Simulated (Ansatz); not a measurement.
CsPbBr₃:
```yaml
crystal:
  lattice:
    - [5.93406, 0.00000, 0.00000]
    - [0.00000, 5.93406, 0.00000]
    - [0.00000, 0.00000, 5.93406]
  atoms:
    - { symbol: Cs, position: [0.00000, 0.00000, 0.00000] }
    - { symbol: Pb, position: [0.50000, 0.50000, 0.50000] }
    - { symbol: Br, position: [0.00000, 0.50000, 0.50000] }
    - { symbol: Br, position: [0.50000, 0.50000, 0.00000] }
    - { symbol: Br, position: [0.50000, 0.00000, 0.50000] }
```

Relaxed with r²SCAN. Special points in fractions of this cell's reciprocal vectors: Γ (0.000, 0.000, 0.000); X (0.000, 0.500, 0.000); M (0.500, 0.500, 0.000); R (0.500, 0.500, 0.500).

Problem. List the band energies nearest the valence-band maximum at these points for r²SCAN (plane waves, PAW; program Ansatz).

Solution. In eV from the valence-band maximum; about four levels below and three above (degenerate sets whole), none deeper than 8.9 eV; points with the same levels are listed once.

```tsv
k	below	above
Γ	-2.12 -2.12 -2.12 -2.02 -2.02 -2.02	3.63 4.66 4.66
X	-2.24 -2.11 -2.11 -1.42	3.01 5.04 5.60
M	-2.33 -2.33 -2.27 -1.67 -0.69	2.54 2.54 5.29
R	-1.66 -1.66 -1.66 0.00	2.03 2.03 2.03
```

Space group Pm-3m (cubic perovskite). This is a known high-temperature phase of the composition, computed here at zero pressure and temperature. The r²SCAN relaxation kept the symmetry of its start; its stability against distortions is not shown here. Spin–orbit coupling is left out wherever it is not named.

Potentials: the later of the program's two PAW sets.
